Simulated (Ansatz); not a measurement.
Relaxed-ion elastic tensor of Li (bcc (W type), space group No. 229) in GPa (Voigt order), DFT-r²SCAN in the program Ansatz with PAW potentials; density 0.55 g/cm³, 21.02 Å³ per atom.

```
      1     2     3     4     5     6
-  ----  ----  ----  ----  ----  ----
1  14.1  12.5  12.5   0.0   0.0   0.0
2  12.5  14.1  12.5   0.0   0.0   0.0
3  12.5  12.5  14.1   0.0   0.0   0.0
4   0.0   0.0   0.0  11.0   0.0   0.0
5   0.0   0.0   0.0   0.0  11.0   0.0
6   0.0   0.0   0.0   0.0   0.0  11.0
```

Question: Is the crystal mechanically stable?

Answer: Yes: the smallest eigenvalue of C is 1.5 GPa.

Question: Work out the Voigt and Reuss bounds. Is their mean of use?

Answer: K_V = 13.0, K_R = 13.0; G_V = 6.9, G_R = 1.7 GPa. The bounds lie so far apart that a Hill average or a Debye temperature from it would say little.

Space group Im-3m (bcc (W type)). The cell was relaxed with r²SCAN under the symmetry of its start; phonons on a q-mesh show no instability. As this level gives no gap, shear constants depend on the k-mesh and smearing (Fermi–Dirac, 0.1 eV here).

Potentials: the later of the program's two PAW sets.
